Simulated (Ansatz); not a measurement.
SrZrO₃:
```cif
data_O3SrZr
_chemical_formula_sum 'Sr1 Zr1 O3'
_space_group_name_H-M_alt 'P 1'
_space_group_IT_number 1
_cell_length_a 4.11123
_cell_length_b 4.11123
_cell_length_c 4.19216
_cell_angle_alpha 90.000
_cell_angle_beta 90.000
_cell_angle_gamma 90.000
loop_
_space_group_symop_operation_xyz
  'x, y, z'
loop_
_atom_site_label
_atom_site_type_symbol
_atom_site_fract_x
_atom_site_fract_y
_atom_site_fract_z
_atom_site_occupancy
Sr1 Sr 0.50000 0.50000 0.55394 1
Zr1 Zr 0.00000 0.00000 0.00406 1
O1 O 0.00000 0.00000 0.48198 1
O2 O 0.50000 0.00000 0.95201 1
O3 O 0.00000 0.50000 0.95201 1
```

Relaxed with PBEsol.

Give the optical modes at the zone centre with their infrared activity from DFPT, DFT-PBEsol in the program Ansatz with PAW potentials.

Transverse frequencies, without the LO–TO term; a row sums one degenerate level.

| ω (cm⁻¹) | degeneracy | IR ((D/Å)²/amu) | activity | symmetry |
|---|---|---|---|---|
| 64 | 2 | 19.54 | IR | E |
| 120 | 1 | 6.13 | IR | A1 |
| 163 | 2 | 2.42 | IR | E |
| 194 | 1 | 0.00 | IR-inactive | B1 |
| 216 | 2 | 33.96 | IR | E |
| 251 | 1 | 20.05 | IR | A1 |
| 560 | 2 | 48.98 | IR | E |
| 562 | 1 | 22.50 | IR | A1 |

How high does the top mode go among those that the LO–TO term moves?

748 cm⁻¹ for q along x, 748 cm⁻¹ for q along y, 741 cm⁻¹ for q along z.

Space group P4mm. The first step of the workflow began from a Materials Project structure, measured or hypothetical; the Crystallography Open Database copy checked does not list it. COD files the formula under space group No. 62, 63, 221, so this cell is another polymorph or a model. Its standing as an ambient phase is unchecked. The cell was relaxed with PBEsol under the symmetry of its start. At this level the phase is dynamically unstable (imaginary phonons). No spin polarisation was allowed.

Potentials: the later of the program's two PAW sets.
